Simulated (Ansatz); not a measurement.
ScOF:
```
CELL_PARAMETERS angstrom
      3.59342     0.00000     0.00000
      0.00000     3.59342     0.00000
      0.00000     0.00000     5.12124
ATOMIC_POSITIONS crystal
  Sc 0.50000 0.00000 0.70546
  Sc 0.00000 0.50000 0.29454
  O  0.00000 0.00000 0.50000
  O  0.50000 0.50000 0.50000
  F  0.50000 0.50000 0.00000
  F  0.00000 0.00000 0.00000
```

Relaxed with HSE06. Special points in fractions of this cell's reciprocal vectors: Γ (0.000, 0.000, 0.000); X (0.000, 0.500, 0.000); M (0.500, 0.500, 0.000); Z (0.000, 0.000, 0.500); R (0.000, 0.500, 0.500); A (0.500, 0.500, 0.500).

Question: List the band energies nearest the valence-band maximum at these points for plane-wave PAW HSE06 (Ansatz code).

Answer: In eV from the valence-band maximum; about four levels below and three above (degenerate sets whole), none deeper than 8.9 eV; points with the same levels are listed once.

```json
[
 {"k": "Γ", "below": "-1.63 -0.85 -0.23 -0.23", "above": "6.33 6.69 7.11"},
 {"k": "X", "below": "-2.11 -2.11 -0.83 -0.83", "above": "6.59 6.59 7.25 7.25"},
 {"k": "M", "below": "-0.76 -0.76 -0.23 -0.23", "above": "6.43 6.43 7.32 7.32"},
 {"k": "Z", "below": "-2.61 -2.61 -2.28 -0.13 -0.13", "above": "6.48 6.64 7.37"},
 {"k": "R", "below": "-2.16 -2.16 -1.45 -1.45", "above": "6.88 6.88 7.05 7.05"},
 {"k": "A", "below": "-1.28 -1.28 -0.29 -0.29", "above": "6.63 6.63 7.25 7.25"}
]
```

Space group P4/nmm. The workflow started from a Materials Project entry (that database holds measured and hypothetical structures alike); the Crystallography Open Database copy checked does not list it. Its standing as an ambient phase is unchecked. The HSE06 relaxation kept the symmetry of its start; whether a distortion lowers the energy is not shown. No spin polarisation was allowed. The hybrid was solved on a coarse mesh, the path and, where they were found, the r²SCAN edge points; its band edges are the extreme levels among these.

Potentials: the later of the program's two PAW sets.
